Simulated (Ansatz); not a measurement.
AlSiCN:
```yaml
crystal:
  lattice:
    - [3.09404, 0.00000, 0.00000]
    - [-1.54702, 2.67952, 0.00000]
    - [0.00000, 0.00000, 5.02682]
  atoms:
    - { symbol: Al, position: [0.33333, 0.66667, 0.50720] }
    - { symbol: Si, position: [0.66667, 0.33333, 0.99732] }
    - { symbol: C, position: [0.33333, 0.66667, 0.10845] }
    - { symbol: N, position: [0.66667, 0.33333, 0.63702] }
```

Relaxed with PBEsol.

Problem. Give the optical modes at the zone centre with their infrared activity from DFPT, the program Ansatz at the PBEsol level (PAW).

Solution. Transverse frequencies, without the LO–TO term; a row sums one degenerate level.

| ω (cm⁻¹) | degeneracy | IR ((D/Å)²/amu) | activity | symmetry |
|---|---|---|---|---|
| 242 | 2 | 0.15 | IR | E |
| 535 | 1 | 7.73 | IR | A1 |
| 643 | 2 | 24.94 | IR | E |
| 690 | 1 | 35.52 | IR | A1 |
| 768 | 1 | 0.00 | IR-inactive | A1 |
| 791 | 2 | 51.24 | IR | E |

Problem. How high does the top mode go among those that the LO–TO term moves?

Solution. 956 cm⁻¹ for q along x, 956 cm⁻¹ for q along y, 911 cm⁻¹ for q along z.

Space group P3m1. The workflow started from a Materials Project entry (that database holds measured and hypothetical structures alike); the Crystallography Open Database copy checked does not list it. Whether it is the stable phase at ambient conditions was not checked. The cell was relaxed with PBEsol under the symmetry of its start; phonons on a q-mesh show no instability.

Potentials: the later of the program's two PAW sets.
